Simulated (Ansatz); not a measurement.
Relaxation of a generated cell, Ge2Sb2Te5 built in the Ge2Sb2Te5-Kooi structure type; 9 atoms in the cell, which starts as P-3m1 (No. 164), hP9; a = 4.220 Å, b = 4.220 Å, c = 17.240 Å, α = 90.00°, β = 90.00°, γ = 120.00°. These are r2SCAN (plane waves to 500 eV, PAW, scalar-relativistic; Ansatz, a first-principles code) values and carry that method's errors. Γ-centred k-mesh 6×6×2 on the run's cell (coarser than for final values), Fermi–Dirac smearing 0.05 eV. This is the first round of the run. 

The optimiser's lines from the output (shortened; P is positive under compression):

```
relax step   1: F+E_penalty+E_count = -56579.21567262 eV  Δ(F+E_penalty+E_count) = +0.000e0 eV  max|allowed force component| = 7.301e-1 eV/Å  Δτ_max = 0.0000 Å  P = +0.749 GPa  Ω = 265.884 Å³  (12 SCF iters, dr2 threshold 1.00e-7 eV, accepted)
relax step   2: F+E_penalty+E_count = -56579.28352111 eV  Δ(F+E_penalty+E_count) = -6.785e-2 eV  max|allowed force component| = 7.188e-1 eV/Å  Δτ_max = 0.1940 Å  P = -0.181 GPa  Ω = 275.509 Å³  (9 SCF iters, dr2 threshold 9.00e-7 eV, accepted)
relax step   3: F+E_penalty+E_count = -56579.41785051 eV  Δ(F+E_penalty+E_count) = -1.343e-1 eV  max|allowed force component| = 5.327e-2 eV/Å  Δτ_max = 0.1937 Å  P = -0.101 GPa  Ω = 278.085 Å³  (9 SCF iters, dr2 threshold 9.00e-7 eV, accepted)
relax step   4: F+E_penalty+E_count = -56579.42465310 eV  Δ(F+E_penalty+E_count) = -6.803e-3 eV  max|allowed force component| = 6.007e-2 eV/Å  Δτ_max = 0.0117 Å  P = -0.038 GPa  Ω = 277.368 Å³  (7 SCF iters, dr2 threshold 3.96e-7 eV, accepted)
relax step   5: F+E_penalty+E_count = -56579.42578670 eV  Δ(F+E_penalty+E_count) = -1.134e-3 eV  max|allowed force component| = 1.020e-2 eV/Å  Δτ_max = 0.0183 Å  P = +0.084 GPa  Ω = 277.430 Å³  (7 SCF iters, dr2 threshold 2.25e-7 eV, accepted)
relax step   6: F+E_penalty+E_count = -56579.42630968 eV  Δ(F+E_penalty+E_count) = -5.230e-4 eV  max|allowed force component| = 4.863e-3 eV/Å  Δτ_max = 0.0196 Å  P = +0.021 GPa  Ω = 278.427 Å³  (9 SCF iters, dr2 threshold 2.27e-8 eV, accepted)
relax step   7: F+E_penalty+E_count = -56579.42633121 eV  Δ(F+E_penalty+E_count) = -2.153e-5 eV  max|allowed force component| = 1.495e-3 eV/Å  Δτ_max = 0.0056 Å  P = -0.001 GPa  Ω = 278.737 Å³  (9 SCF iters, dr2 threshold 1.92e-9 eV, accepted)
relax step   8: F+E_penalty+E_count = -56579.42749576 eV  Δ(F+E_penalty+E_count) = -1.165e-3 eV  max|allowed force component| = 1.552e-3 eV/Å  Δτ_max = 0.0000 Å  P = +0.004 GPa  Ω = 278.737 Å³  stress off target by 5.16e-3 GPa  SCF on the basis re-selected at this cell (its energy is not comparable with the rows above)  (8 SCF iters)
```

From the first to the last row the energy changes by -0.02 eV/atom and the volume by +4.8 %. The last row is marked as not comparable with the walk above it, whose basis was carried along; it does compare with step 1, since both stand on a basis selected at the nominal cutoff for their own cell.

Later rounds, restarted from the end of this one on a renewed k-mesh, logged 4 more steps and released under 0.01 eV/atom more. The final structure after all rounds: P-3m1 (No. 164), hP9; a = b = 4.267 Å, c = 17.636 Å, α = β = 90.00°, γ = 120.00°. Between re-selections the logged energies stand on a plane-wave basis carried along with the cell. No spin polarisation in the result.

The run could not lose the symmetry of its start.

The first start was generated by placing the elements on the sites of a structure type. Materials Project lists a structure of Ge2Sb2Te5 in the same space group, P-3m1 (No. 164); the sites were not compared with it, nor with measured phases.
